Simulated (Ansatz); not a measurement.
## NaLaMnMoO6 and the effect of the functional

```xyz
10
Lattice="4.7224 -2.7369 0.0020 4.7224 2.7369 0.0020 -3.1780 0.0000 4.4700" Properties=species:S:1:pos:R:3 pbc="T T T"
Na   -0.0031    0.0000    3.3293
La    6.2777    0.0000    1.1522
Mn    3.1283    0.0000    2.2333
Mo    0.0068    0.0000    0.0051
O     4.1282    1.3576    1.2770
O     4.1282   -1.3576    1.2770
O     1.7822    0.0000    0.8403
O     4.4845    0.0000    3.6293
O     2.1325    1.3554    3.1991
O     2.1325   -1.3554    3.1991
```

The cell comes from a database or a generator and needn't be the stable form of this composition.

Kept alike: task band structure; k mesh 6 × 6 × 6; occupations fermi-dirac, width 0.05 eV; collinear spin, ferromagnetic start. Program: Ansatz, Ansatz PAW. Cutoffs run from 420 to 500 eV. The mesh is that of the run's cell of 10 atoms. No spin-orbit coupling.

| functional | pressure (GPa) | largest site moment (μB) |
| --- | --- | --- |
| BLYP | 5.50 | 1.93 |
| LDA | -12.35 | 2.05 |
| PBE | 0.31 | 2.22 |
| PBEsol | -6.31 | 2.23 |
| RPBE | 5.19 | 2.33 |
| r2SCAN | -1.21 | 2.81 |
| revPBE | 3.95 | 2.30 |

Pressure is positive in compression, with a Pulay correction for the finite cutoff. For a metal such a mesh leaves the last digits unconverged. The runs hold the magnetic state that their start led to, which needn't be the lowest. Site moments count inside each atom's sphere or projector. All rows use potentials made for PBE.

Problem. What does the functional change here?

Solution. The pressure runs from -12.35 (LDA) to 5.50 GPa (BLYP). From PBE: BLYP +5.19; LDA -12.66; PBEsol -6.62; RPBE +4.88; r2SCAN -1.52; revPBE +3.64. The largest site moment runs from 1.93 (BLYP) to 2.81 μB (r2SCAN). From PBE: BLYP -0.29; LDA -0.17; PBEsol +0.01; RPBE +0.11; r2SCAN +0.59; revPBE +0.08.
